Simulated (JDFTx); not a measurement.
**Report: TiAl3(101) in implicit electrolytes**

TiAl3(101) slab cut from bulk TiAl3 (space group I4/mmm, indices of the conventional cell, lattice of the Materials Project entry mp-542915, not re-optimised): 9 atoms in 9 planes, a 1x1 cell of 17.92 Å² (|a| = 3.822, |b| = 5.062 Å), 6.8 Å between the outermost planes, Al outermost, slab composition Ti2Al7, cell height 23.0 Å, 6×6×1 k mesh, Fermi smearing 0.01 Ha, no spin polarisation. Whether this polymorph is the ambient one wasn't checked. Neither spin polarisation nor a larger cell was tried.

Level of theory: PBE, GBRV ultrasoft potentials, plane waves to 20/100 Ha; code: a modified build of JDFTx. Outer atoms relaxed in vacuum, keeping the start's symmetry. The same nuclei were then put into each liquid, at zero charge and at set potentials or charges. This is a symmetric, unreconstructed model surface, and the continuum liquid cannot react with it. SHE scale: U = −μ/e − 4.44 V, by convention.

In vacuum the work function is 4.03 eV, which would put the uncharged electrode at -0.41 V vs SHE if the liquid did nothing. Each liquid moves the Fermi level of the neutral slab, now counted from the bulk liquid: linear PCM (GLSSA13), water, 0.5 M NaF by 0.27 eV, to a potential of zero charge of -0.69 V; CANDLE, water, 0.5 M NaF by 0.35 eV, to a potential of zero charge of -0.77 V; SaLSA, water, 0.5 M NaF by 0.42 eV, to a potential of zero charge of -0.83 V. The models of water differ by 0.15 V among themselves.

Charging:

```csv
liquid,U − U_pzc (V),σ (μC/cm²),σ/(U − U_pzc) (μF/cm²),Δγ (mJ/m²)
"linear PCM (GLSSA13), water",-0.71,-11.2,16,-42
"linear PCM (GLSSA13), water",-0.51,-8.3,16,-22
"linear PCM (GLSSA13), water",-0.31,-5.3,17,-8
"linear PCM (GLSSA13), water",-0.23,-4.0,17,-5
"linear PCM (GLSSA13), water",0.29,5.9,20,-8
"CANDLE, water",0.32,5.3,17,-8
```

The mean capacitance runs from 16 to 20 μF/cm². Δγ, the grand free energy per area against the neutral surface, is negative throughout, since charging at a held potential lowers it. The cavity function reaches one half at 2.3 Å (linear PCM (GLSSA13), water), 2.9 Å (CANDLE, water), 2.9 Å (SaLSA, water) above the top atoms; the models define their cavities differently. CANDLE's negatively charged runs are left out, as they depend on the cell height. No specific adsorption of ions or solvent is in these numbers.
